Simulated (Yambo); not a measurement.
TiO2 (rutile, space group P4_2/mnm, No. 136); a = 4.5998 Å, b = 4.5998 Å, c = 2.9592 Å, α = 90.00°, β = 90.00°, γ = 90.00°. With the G0W0 scissor the direct gap on the mesh is 3.28 eV. Axes are Cartesian, with cell vectors (Å) (4.60, 0.00, 0.00), (0.00, 4.60, 0.00), (0.00, 0.00, 2.96).

Q: Can the lowest exciton of this BSE run be trusted, and with what binding energy? (Yambo, LDA bands; 6×6×10 mesh, 5 valence and 6 conduction bands, static screening with 46 bands and a 3 Ry block, scissor 1.48 eV, Tamm-Dancoff.)

A: No. The lowest state covers only about 1 of the 360 k points, so the mesh doesn't resolve it: its energy and its distance from the direct gap are mesh artefacts. An extended exciton needs a far denser mesh. The scissor comes from a G0W0 run whose convergence isn't established. 

Geometry of the Materials Project entry, not relaxed at this level.
